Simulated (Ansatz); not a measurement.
ZnS:
```
CELL_PARAMETERS angstrom
      3.80843     0.00000     0.00000
     -1.90421     3.29820     0.00000
      0.00000     0.00000    24.93483
ATOMIC_POSITIONS crystal
  Zn 0.33333 0.66667 0.12505
  Zn 0.00000 0.00000 0.00027
  Zn 0.66667 0.33333 0.62487
  Zn 0.66667 0.33333 0.87526
  Zn 0.00000 0.00000 0.75008
  Zn 0.33333 0.66667 0.37509
  Zn 0.00000 0.00000 0.49987
  Zn 0.66667 0.33333 0.25006
  S  0.66667 0.33333 0.34382
  S  0.66667 0.33333 0.96900
  S  0.33333 0.66667 0.21865
  S  0.00000 0.00000 0.59346
  S  0.00000 0.00000 0.09384
  S  0.00000 0.00000 0.84380
  S  0.33333 0.66667 0.46866
  S  0.66667 0.33333 0.71862
```

Relaxed with r²SCAN. Independent-particle spectrum: no excitons, no local fields, no scissors shift; 0.1 eV broadening; ε₁ of the summed bands alone.

### Question
Tabulate the dielectric function from plane-wave PAW r²SCAN (Ansatz code).

### Answer


```tsv
E (eV)	ε₁ xx	ε₂ xx	ε₁ zz	ε₂ zz
0.0	5.51	0.00	5.55	0.00
0.5	5.54	0.00	5.58	0.00
1.0	5.62	0.00	5.67	0.00
1.5	5.78	0.00	5.83	0.00
2.0	6.04	0.00	6.10	0.00
2.5	6.49	0.00	6.55	0.00
3.0	7.12	0.55	7.27	0.54
3.5	7.44	0.87	7.56	0.94
4.0	8.17	1.17	8.21	1.28
4.5	10.00	2.05	9.61	1.88
5.0	9.13	5.52	11.14	6.05
5.5	8.44	5.99	8.44	8.12
6.0	10.26	9.15	7.02	9.39
6.5	3.36	13.08	2.42	10.50
7.0	1.34	8.78	1.23	9.77
7.5	0.47	8.26	0.34	8.13
8.0	-0.92	8.66	-0.29	7.96
8.5	-2.67	6.94	-2.70	7.26
9.0	-2.70	5.00	-3.12	4.99
9.5	-2.50	3.88	-2.67	3.64
10.0	-1.86	2.94	-1.79	2.76
10.5	-1.56	2.85	-1.22	2.81
11.0	-1.58	2.72	-1.60	2.83
11.5	-1.77	2.23	-1.78	2.20
12.0	-1.54	1.63	-1.50	1.62
```

### Question
From ε at 4.2 eV (xx: 8.67 + 1.37i), find n, k, the normal reflectivity and the absorption coefficient.

### Answer
n = 2.95, k = 0.232, R = 25 %, α = 2kE/ħc = 99000 cm⁻¹.

With all bands, ε∞ without local fields is 5.60 (xx = yy), 5.65 (zz).

Space group P3m1. The workflow started from a Materials Project entry (that database holds measured and hypothetical structures alike); the Crystallography Open Database files this formula in space group No. 156, but the cells were not matched. It is not the phase usual at ambient conditions (space group No. 186, 216). Symmetry was held in the r²SCAN relaxation; whether a distortion lowers the energy is not shown.

Potentials: the later of the program's two PAW sets.
